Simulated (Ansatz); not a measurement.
Sheets of one type (V2Se2O-type), PBE (plane waves, PAW; program Ansatz); HSE06 gaps on those cells.

```tsv
layer	a (Å)	thickness (Å)
Cr2OSeTe	3.926	3.58
Nb2OSSe	4.059	3.42
Cr2OSSe	___	___
```

### Question
Some entries are withheld; supply them.

### Answer

- Cr2OSSe, a (Å): 3.866
- Cr2OSSe, thickness (Å): 3.20

Spin orders computed, not proven ground states: Cr2OSeTe, V2Se2O-type layer antiferromagnetic; Cr2OSSe, V2Se2O-type layer antiferromagnetic. Began spin-polarised and lost the moments: Nb2OSSe, V2Se2O-type layer. All cells were relaxed under the symmetry of their starts (and spin orders); stability against distortions was not tested throughout. No Hubbard U is applied. Spin–orbit coupling is left out wherever it is not named. Constructed layers (a layer type filled with these elements): Cr2OSeTe, V2Se2O-type layer; Nb2OSSe, V2Se2O-type layer; Cr2OSSe, V2Se2O-type layer.

Potentials: the later of the program's two PAW sets.
